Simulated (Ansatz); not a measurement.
Consider the following.

PtS₂:
Space group P4₂/mnm (No. 136); a = b = 5.451 Å, c = 3.820 Å, α = β = γ = 90.00°

```
atom  site  symmetry       x       y       z
----  ----  --------  ------  ------  ------
Pt      2a      m.mm  0.0000  0.0000  0.0000
S       4f      m.2m  0.3099  0.3099  0.0000
```

This is the PBE-relaxed structure.

**Question.** All from the program Ansatz at the PBE level (PAW), unless another level is named. Estimate the electronic character.

**Answer.** metallic (no gap).

**Question.** And the density of states at the Fermi level?

**Answer.** 1.2 states/eV per atom (mean over ±0.08 eV).

**Question.** Give the formation energy from the elements (no fitted shifts).

**Answer.** -0.032 eV/atom.

Space group P4_2/mnm (rutile). A made-up cell: these elements were put on the sites of a structure type; neither database checked (COD, Materials Project) lists it. COD files the formula under space group No. 164, so this cell is another polymorph or a model. Whether it is the stable phase at ambient conditions was not checked. The cell was relaxed with PBE under the symmetry of its start; its stability against distortions is not shown here. No spin polarisation was allowed. The references are the lowest solids computed at this level, not always the standard phases. Scalar-relativistic: spin–orbit coupling is off unless named, which matters more the heavier the elements.

Potentials: the later of the program's two PAW sets.
